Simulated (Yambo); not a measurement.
G0W0@PBEsol for Rh₂O₃ (corundum, space group R-3c, No. 167) in Yambo (2×2×2 mesh, 7 Ry block, plasmon pole, screening fixed), without a terminator:

```json
[
 {"bands N in G": "90", "gap Γ → F (eV)": "1.124", "shift of the valence edge (eV)": "0.981"},
 {"bands N in G": "130", "gap Γ → F (eV)": "1.051", "shift of the valence edge (eV)": "0.749"},
 {"bands N in G": "185", "gap Γ → F (eV)": "1.065", "shift of the valence edge (eV)": "0.522"}
]
```

Extrapolate both columns to infinite N with E(N) = E∞ + A/N, test the form, and compare with the terminator.

From two points, E∞ = (N2 E2 − N1 E1)/(N2 − N1). The two largest N give 1.10 eV for the gap and -0.01 eV for the shift; the two smallest give 0.89 eV and 0.23 eV. For the gap the slopes A are 21 and -6.1 eV: the form isn't reached, and its limit is uncertain. For the shift the slopes A are 68 and 99 eV: the form isn't reached, and its limit is uncertain. With the Bruneval-Gonze terminator and 185 bands the run gives 1.05 eV and 0.27 eV, 0.04 eV and 0.28 eV from the extrapolated values: the terminator too is an estimate of the remainder. Block, mesh and the bands in W are held fixed.

Spin-orbit coupling is not included.

Geometry of the Materials Project entry, not relaxed at this level; primitive cell a = b = c = 5.4997 Å, α = β = γ = 55.76°.

A shift is the quasiparticle energy of the state minus its PBEsol energy.
